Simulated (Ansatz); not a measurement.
# Calculated electric field gradients for SiO2

The cell is a structure deposited in the COD (listed for 1.1 GPa).

Space group P4_12_12 (No. 92); a = 4.8757, c = 6.7163 Å.

```
site  Wyckoff  site symmetry       x       y       z
  Si       4a            ..2  0.3125  0.3125  0.0000
   O       8b              1  0.2356  0.1269  0.1904
```

One atom of each set is listed.

Level of theory: DFT, PBE, plane waves and PAW (field gradients read without the response of the frozen cores, which leaves them typically 4 to 6 % off), scalar-relativistic, 420 eV cutoff, Γ-centred 5×5×4 k-points, Fermi–Dirac smearing 0.02 eV (Ansatz 0.2.0).

Conventions: |V_zz| ≥ |V_yy| ≥ |V_xx|, η = (V_xx − V_yy)/V_zz, C_Q = eQV_zz/h.

17O: I = 5/2, Q = -25.58 mb. Quadrupole moments are those of Pyykkö's year-2017 table.

Question: Give the quadrupolar parameters of the distinct sites.

Answer: 

```csv
site,atoms,first shell,V_zz (10²¹ V/m²),η,C_Q (MHz)
Si,4,4 O at 1.60–1.61 Å,-0.67,0.73,–
O,8,"2 Si at 1.60–1.61 Å, angle 140°",9.04,0.21,-5.59
```

At O V_zz runs parallel to the line that joins its two neighbours (within 1°).

Si has no stable isotope with a ground-state quadrupole moment in the table, so no C_Q is given.

The calculated pressure of 9 GPa (PBE) comes largely from the unrelaxed atoms: it is 2.7 GPa once they are relaxed in the same cell. The largest force is 0.5 eV/Å, so the atoms aren't at the calculated equilibrium and relaxing them would move these values.

The run took 6.5 s of wall time (6.5 s of CPU time) and 0.42 GiB at its peak, on 1 thread of Intel Xeon 6975P-C (Granite Rapids) (x86_64; 8 cores open to the job, memory cap 3.0 GiB, no GPU), a shared host with a load of 0.5 a core.
